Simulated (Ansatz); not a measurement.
CuI (zinc blende)

```
CELL_PARAMETERS angstrom
      0.00000     3.03967     3.03967
      3.03967     0.00000     3.03967
      3.03967     3.03967     0.00000
ATOMIC_POSITIONS crystal
  I  0.75000 0.75000 0.75000
  Cu 0.00000 0.00000 0.00000
```

The slice is a {100} plane (indices of the conventional cell) through the point (0.000, 0.000, 0.000) (fractional), spanned by u = [100] and v = [0 1 -1] in vectors of this cell: u (4.30 Å) and v (4.30 Å, at 90° to u). It covers one period; positions are fractions (u, v).

Calculation: PBE (plane waves to 420 eV, PAW, scalar-relativistic; Ansatz, a program for electronic structure). k mesh 9×9×9. Near the nuclei the fields are pseudised (PAW); where an atom keeps semicore shells as valence, they peak there. CuI is run without spin polarisation. CuI was relaxed with its symmetry unable to fall. Spin-orbit coupling is left out, though I is heavy.

Question: Sketch the electron localisation function (ELF) on this plane as a map.

Answer: 
```
|xxxx=-::-=+#%@@@%#+=-::-=xxx|
|xxx+--::-=+#%@@@%#+=-::--+xx|
|xx+=-:::-=+*#%%%#*+=-:::-=+x|
|==--::::--=+*###*+=--::::--=|
|---::::::--=+++++=--::::::--|
|:::::::::::--===--::::::::::|
|::::::::....:::::....:::::::|
|-----::...............::----|
|====--:..           ..:--===|
|*+++=-:..           ..:-=+++|
|###*+=-..           ..-=+*##|
|@%%#*+-:.           .:-+*#%%|
|@@@%#+=:.           .:=+#%@@|
|@@@%#+=:.           .:=+#%@@|
|@@@%#+=:.           .:=+#%@@|
|@%%#*+-:.           .:-+*#%%|
|###*+=-..           ..-=+*##|
|*+++=-:..           ..:-=+++|
|====--:..           ..:--===|
|-----::...............::----|
|::::::::....:::::....:::::::|
|:::::::::::--===--::::::::::|
|---::::::--=+++++=--::::::--|
|==--::::--=+*###*+=--::::--=|
|xx+=-:::-=+*#%%%#*+=-:::-=+x|
|xxx+--::-=+#%@@@%#+=-::--+xx|
|xxxx=-::-=+#%@@@%#+=-::-=xxx|
|xxxx=-::-=*#@@@@@#*=-::-=xxx|
```
Scale: ten equal steps from 0.01 (start of ' ') to 0.55 (end of '@'), in the order ' .:-=+*#%@'. Values: electron localisation function (ELF). The map has 28 points along u (one character each, u = 0 at the left) and 28 along v (v = 0 in the bottom row). Points within 0.5 Å of a nucleus are blanked (x), as the pseudised field means little there.
